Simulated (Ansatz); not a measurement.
Phonons of TaN (space group P6/mmm) at Γ, M = (0.5, 0.0, 0.0), A = (0.0, 0.0, 0.5), L = (0.5, 0.0, 0.5).

TaN (space group P6/mmm)

```
TaN
1.0
    5.16631     0.00000     0.00000
   -2.58316     4.47416     0.00000
    0.00000     0.00000     2.88930
Ta N
3 3
Cartesian
  0.00000   0.00000   0.00000
  0.00000   2.98277   1.44465
  2.58316   1.49139   1.44465
  2.58316   0.00000   0.00000
  1.29158   2.23708   0.00000
 -1.29158   2.23708   0.00000
```

These are LDA (plane waves to 420 eV, PAW, scalar-relativistic; Ansatz, a program for electronic structure) values and carry that method's errors. DFPT wavenumbers on a 12×12×16 k mesh, in cm⁻¹ and rounded to 5; i marks imaginary ones, q is in fractions of the reciprocal vectors of the cell shown, and the three acoustic modes at Γ are left out. Spin-orbit coupling is left out, though Ta is heavy. TaN is run without spin polarisation. TaN was relaxed with its symmetry unable to fall. This is one of several known forms of TaN; the measured ambient cells at hand have space group No. 189.

```csv
q,wavenumbers (cm⁻¹)
Γ,"560i, 245i (×2), 115, 185, 185 (×2), 235 (×2), 610, 625 (×2), 750 (×2), 940"
"M = (0.5, 0.0, 0.0)","330i, 315i, 75, 100, 110, 115, 115, 150, 155, 165, 230, 245, 620, 625, 630, 740, 835, 900"
"A = (0.0, 0.0, 0.5)","300i, 120i (×2), 115, 145 (×2), 165 (×2), 205, 290, 290 (×2), 605 (×2), 710, 795 (×2), 885"
"L = (0.5, 0.0, 0.5)","140i, 110, 115, 125, 145, 155, 155, 160, 230, 250, 265, 355, 605, 640, 675, 780, 815, 855"
```

The structure is unstable at this level: the lowest mode is 560i cm⁻¹ at Γ. TaN is measured in this form, so the imaginary mode is a miss of this level unless the crystal transforms on cooling or is held by pressure.

Highest mode: 940 cm⁻¹ at Γ.
